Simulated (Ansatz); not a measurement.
An ordered 4-atom cell of KLiF₂ on the rocksalt lattice (R-3m), relaxed with r2SCAN. Space group R-3m (No. 166), trigonal; conventional cell a = 3.245 Å, c = 16.947 Å, 12.88 Å³ an atom. Li has 6 F at 2.17 Å; K has 6 F at 2.55 Å; F has 3 Li at 2.17 Å and 3 K at 2.55 Å.

```cif
data_structure
_symmetry_space_group_name_H-M 'P 1'
_symmetry_Int_Tables_number 1
_cell_length_a 5.9514
_cell_length_b 5.9514
_cell_length_c 5.9514
_cell_angle_alpha 31.637
_cell_angle_beta 31.637
_cell_angle_gamma 31.637
_cell_volume 51.50
loop_
_atom_site_label
_atom_site_type_symbol
_atom_site_fract_x
_atom_site_fract_y
_atom_site_fract_z
_atom_site_occupancy
Li1 Li 0.00000 0.00000 0.00000 1
K1 K 0.50000 0.50000 0.50000 1
F1 F 0.26895 0.26895 0.26895 1
F2 F 0.73105 0.73105 0.73105 1
```

The questions ask for values computed with the plane-wave code Ansatz on this geometry. All values are calculated for a non-magnetic cell, which may be hypothetical.

Given (10×10×10 mesh): The r2SCAN gap is direct at Γ: 7.45 eV.

Problem. How does the gap change from r2SCAN to PBE (10×10×10)?

Solution. PBE gives a direct gap of 6.70 eV at Γ. The gap differs by -0.75 eV from r2SCAN's.

Problem. How does the gap change from r2SCAN to HSE06 (6×6×6)?

Solution. The HSE06 gap is direct at Γ: 8.77 eV. The gap differs by +1.32 eV from r2SCAN's.

Problem. What does PBE0 give for the gap (6×6×6 mesh)?

Solution. With PBE0 the gap is 9.54 eV and direct, at Γ. The gap differs by +2.09 eV from r2SCAN's.

Problem. What does G0W0@PBE with 153 empty bands, a screening cutoff of 120 eV and a 6×6×6 mesh give?

Solution. 10.24 eV (the shift on the mesh added to PBE's least gap). G0W0 moves the gap on the mesh from 6.70 eV (PBE) to 10.24 eV (direct at Γ). Renormalisation factors Z lie between 0.80 and 0.89. The G0W0 figures hold for the stated bands, cutoff and mesh and aren't extrapolated.
